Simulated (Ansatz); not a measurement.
AlCo:
```
CELL_PARAMETERS angstrom
      1.34594    -4.65214     0.00000
      1.34594     4.65214     0.00000
      0.00000     0.00000     3.96541
ATOMIC_POSITIONS crystal
  Al 0.66094 0.33906 0.25000
  Co 0.92878 0.07122 0.25000
  Al 0.33906 0.66094 0.75000
  Co 0.07122 0.92878 0.75000
```
Starting moments (μB, in the order of the atoms Al Co Al Co): 0.0 0.5 0.0 0.5.

Relaxed with PBE. Special points in fractions of this cell's reciprocal vectors: Γ (0.000, 0.000, 0.000); Y (-0.500, 0.500, 0.000); C0 (-0.271, 0.729, 0.000); Σ0 (0.271, 0.271, 0.000); Z (0.000, 0.000, 0.500); A0 (0.271, 0.271, 0.500); E0 (-0.271, 0.729, 0.500); T (-0.500, 0.500, 0.500); S (0.000, 0.500, 0.000); R (0.000, 0.500, 0.500).

**Question.** List the band energies nearest the Fermi level at these points for plane-wave PAW PBE (Ansatz code).

**Answer.** In eV from the Fermi level; about four levels below and three above (degenerate sets whole), none deeper than 8.9 eV; points with the same levels are listed once.

| k | below | above |
|---|---|---|
| Γ ↑ | -0.86 -0.74 -0.67 -0.44 | 0.05 2.60 6.13 |
| Y ↑ | -1.09 -0.92 -0.64 -0.42 | 0.61 1.93 2.51 |
| C0 ↑ | -1.69 -1.49 -1.03 -0.84 | 0.35 0.63 3.80 |
| Z ↑ | -0.75 -0.75 -0.40 -0.40 | 2.85 2.85 10.54 10.54 |
| A0 ↑ | -1.16 -1.16 -0.06 -0.06 | 0.50 0.50 1.21 1.21 |
| T ↑ | -0.45 -0.45 -0.33 -0.33 | 7.15 7.15 9.15 9.15 |
| S ↑ | -1.50 -1.11 -1.10 -0.65 | 0.41 0.80 1.76 |
| R ↑ | -2.07 -2.07 -0.82 -0.82 | 0.05 0.05 0.61 0.61 |
| Γ ↓ | -0.77 -0.45 -0.40 -0.28 | 0.16 0.43 2.77 |
| Y ↓ | -0.79 -0.78 -0.46 -0.17 | 0.19 0.67 2.03 |
| C0 ↓ | -1.29 -1.18 -0.60 -0.47 | 0.73 0.96 3.91 |
| Z ↓ | -0.82 -0.82 -0.38 -0.38 | 0.13 0.13 3.08 3.08 |
| A0 ↓ | -1.66 -1.66 -0.86 -0.86 | 0.29 0.29 0.80 0.80 |
| T ↓ | -1.85 -1.85 -0.77 -0.77 | 0.06 0.06 0.08 0.08 |
| S ↓ | -1.00 -0.75 -0.73 -0.39 | 0.74 1.15 2.02 |
| R ↓ | -1.73 -1.73 -0.46 -0.46 | 0.31 0.31 0.80 0.80 |

Space group Cmcm. The start of the workflow was typed in or built on a structure type; neither database checked (COD, Materials Project) lists it. Its standing as an ambient phase is unchecked. Symmetry was held in the PBE relaxation; whether a distortion lowers the energy is not shown. Magnetic state: ferromagnetic, the only order run, not a proven ground state.

Potentials: the later of the program's two PAW sets.
